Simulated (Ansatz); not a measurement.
**C: zone-centre modes**

All numbers below come from Ansatz 0.2.0, DFT LDA, scalar-relativistic, plane waves, PAW. Cutoff 420 eV, Γ-centred 8×8×8 k-points, Gaussian smearing of 0.05 eV. No spin polarisation.

Reference structure (relaxed at this level; this bcc form isn't the usual structure):

```
C
1.0
    -2.41040    2.41040    2.41040
     2.41040   -2.41040    2.41040
     2.41040    2.41040   -2.41040
C
8
Cartesian
  -0.7845 0.7845 0.7845
  1.6259 1.6259 1.6259
  0.7845 -0.7845 0.7845
  0.7845 0.7845 -0.7845
  1.6259 -1.6259 1.6259
  0.7845 0.7845 0.7845
  -1.6259 1.6259 1.6259
  1.6259 1.6259 -1.6259
```

Harmonic modes by finite displacements of 0.02 Å, without the LO–TO term.

(1) At this geometry, is the structure stable against these modes?

(2) List the wavenumbers in cm⁻¹.

Results:

(1) Yes: no mode is imaginary beyond 10 cm⁻¹, and only the three translations lie near zero.

(2) 0, 0, 0, 697, 697, 815, 815, 815, 941, 941, 941, 981, 981, 981, 1014, 1014, 1014, 1022, 1022, 1038, 1342, 1342, 1342, 1453.

Cost: 1 run of about 1.2 core-minutes, on Intel Xeon Processor @ 2.50GHz (Skylake/Cascade Lake) (shared hosts).